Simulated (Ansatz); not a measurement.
BN:
```yaml
crystal:
  lattice:
    - [0.00000, 1.81238, 1.81238]
    - [1.81238, 0.00000, 1.81238]
    - [1.81238, 1.81238, 0.00000]
  atoms:
    - { symbol: N, position: [0.75000, 0.75000, 0.75000] }
    - { symbol: B, position: [0.00000, 0.00000, 0.00000] }
```

Relaxed with PBE.

Problem. Give the Bader charges and basin volumes of the independent atoms, PBE (plane waves, PAW; program Ansatz).

Solution. 

| atom | Bader charge (e) | Bader volume (Å³) |
|---|---|---|
| N1 | -2.16 | 10.2 |
| B2 | +2.16 | 1.7 |

Space group F-43m (zinc blende). The cell was relaxed with PBE under the symmetry of its start.

Potentials: the later of the program's two PAW sets.
